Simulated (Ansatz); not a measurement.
HfB$_{2}$ (P6/mmm), relaxed with PBEsol (Ansatz, a first-principles code, plane waves, PAW): a = b = 3.127 Å, c = 3.447 Å, α = β = 90.00°, γ = 120.00°.

- ΔH_f (eV/atom) = -1.08
- B₀ by P(V) fit (GPa) = 260
- K_Hill (GPa) = 262
- G_Hill (GPa) = 255
- highest Γ mode, no LO–TO term (cm⁻¹) = 819
- Θ_D (K) = 724

Task: The same phase is relaxed and computed with LDA in the same code. What are the cell and these values now?

Result: a = 3.103 Å, b = 3.103 Å, c = 3.422 Å, α = 90.00°, β = 90.00°, γ = 120.00°.

- ΔH_f (eV/atom): -1.10
- B₀ by P(V) fit (GPa): 273
- K_Hill (GPa): 274
- G_Hill (GPa): 265
- highest Γ mode, no LO–TO term (cm⁻¹): 831
- Θ_D (K): 735

All cells were relaxed under the symmetry of their starts (and spin orders); stability against distortions was not tested throughout. Rows with no word on spin ran without spin polarisation. Spin–orbit coupling is left out wherever it is not named.

Potentials: the later of the program's two PAW sets.

Ansatz is a plane-wave DFT program.

Formation energies count from the lowest solids of the elements computed at the same level, not from gases.
